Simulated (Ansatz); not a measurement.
# HfN: zone-centre modes under pressure

HfN, Fm-3m, a = 4.469 Å. Ansatz: LDA, PAW, 420 eV, Γ-centred 16×16×16 mesh on 2 atoms, Fermi-Dirac smearing 0.15 eV; no spin polarisation. Cell and atoms are relaxed at each pressure with the symmetry kept; optical modes at Γ by linear response, in cm⁻¹, the highest.

| P (GPa) | V (Å³/atom) | ω1 |
| --- | --- | --- |
| 0 | 11.155 | 514.0 |
| 3 | 11.047 | 523.6 |
| 8 | 10.877 | 538.9 |
| 15 | 10.661 | ? |

Get the mode's Grüneisen parameter γ = −d ln ω/d ln V from the other rows and predict the missing frequency.

ln(V/V0) = 0.0000, -0.0097, -0.0252, -0.0453; a line through ln(ω/ω0) of the 3 known rows gives ω1: γ = 1.875 (intercept 0.0001), predicted 559.6, computed 558.8. The miss is 0.1 %, or 2 % of the shift under pressure, so a constant γ serves at that level. In a metal these frequencies hang on the mesh and smearing.

Spin polarisation was left out, and a magnetic state may lie lower. Spin–orbit coupling is left out, which can shift energies with elements as heavy as these.

Cost: 4 runs of about 3.1 core-minutes in all, on Arm Neoverse V2 (shared hosts).